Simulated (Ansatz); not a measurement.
Data:

BeS:
Space group F-43m (No. 216); a = b = c = 4.8685 Å, α = β = γ = 90.00°

```tsv
atom	site	symmetry	x	y	z
S	4c	-43m	0.2500	0.2500	0.2500
Be	4a	-43m	0.0000	0.0000	0.0000
```
(The calculation used a cell of 2 atoms; values per cell refer to that cell.)

This is the r²SCAN-relaxed structure.

Problem. All from the program Ansatz at the r²SCAN level (PAW), unless another level is named. Give the Debye temperature from the elastic constants.

Solution. 736 K.

Problem. Predict the zero-point energy.

Solution. 75.5 meV/atom.

Problem. Next, the highest zone-centre frequency (without LO–TO term)?

Solution. 564 cm⁻¹.

Problem. Next, the elastic constants (relaxed ions, GPa)?

Solution. C11 = 165, C12 = 63.9, C44 = 87.3.

The cell was relaxed with r²SCAN under the symmetry of its start; phonons on a q-mesh show no instability.

Potentials: the later of the program's two PAW sets.
